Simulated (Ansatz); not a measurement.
BaTiO$_{3}$:
```xyz
5
Lattice="3.9852 0.0000 0.0000 0.0000 3.9852 0.0000 0.0000 0.0000 4.2025" Properties=species:S:1:pos:R:3 pbc="T T T"
Ba     0.0000     0.0000     4.1929
Ti     1.9926     1.9926     2.0191
O      1.9926     1.9926     0.2072
O      0.0000     1.9926     2.2222
O      1.9926     0.0000     2.2222
```

Relaxed with PBE.

Give the optical modes at the zone centre with their infrared and Raman activity from DFPT, PBE in the plane-wave PAW code Ansatz.

Transverse frequencies, without the LO–TO term; a row sums one degenerate level.

| ω (cm⁻¹) | degeneracy | IR ((D/Å)²/amu) | Raman (Å⁴/amu) | activity | symmetry |
|---|---|---|---|---|---|
| 130i | 2 | 147.20 | 350 | IR+Raman | E |
| 146 | 1 | 5.81 | 6.8 | IR+Raman | A1 |
| 159 | 2 | 4.12 | 0.20 | IR+Raman | E |
| 270 | 1 | 0.00 | 20 | Raman | B1 |
| 288 | 2 | 1.78 | 69 | IR+Raman | E |
| 367 | 1 | 20.12 | 220 | IR+Raman | A1 |
| 452 | 2 | 5.47 | 38 | IR+Raman | E |
| 570 | 1 | 20.69 | 1200 | IR+Raman | A1 |

How high does the top mode go among those that the LO–TO term moves?

643 cm⁻¹ for q along x, 643 cm⁻¹ for q along y, 730 cm⁻¹ for q along z.

Space group P4mm. The PBE relaxation kept the symmetry of its start. At this level the phase is dynamically unstable (imaginary phonons). No spin polarisation was allowed. Spin–orbit coupling is left out wherever it is not named.

Potentials: the later of the program's two PAW sets.
